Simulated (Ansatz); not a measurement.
Computed properties of Sn

Sn:
```
CELL_PARAMETERS angstrom
     -2.92915     2.92915     1.60730
      2.92915    -2.92915     1.60730
      2.92915     2.92915    -1.60730
ATOMIC_POSITIONS crystal
  Sn 0.75000 0.25000 0.50000
  Sn 0.00000 0.00000 0.00000
```

Space group I4_1/amd (No. 141), β-Sn type; conventional cell a = b = 5.8583 Å, c = 3.2146 Å, α = β = γ = 90.00°.

Method: r²SCAN in the plane-wave PAW code Ansatz. Geometry: relaxed at this level of theory. Other levels are named where they apply.

### Cell and energy

- Volume per atom = 27.58 Å³
- Density = 7.15 g/cm³

### Electronic structure

- Electronic character: metallic (no gap)
- Density of states at the Fermi level: 0.44 states/eV per atom (mean over ±0.08 eV)

Symmetry was held in the r²SCAN relaxation. Axis ratios of metals converge slowly with the k-mesh, so a and c are less sure than the volume. Spin–orbit coupling is left out wherever it is not named.

Potentials: the later of the program's two PAW sets.
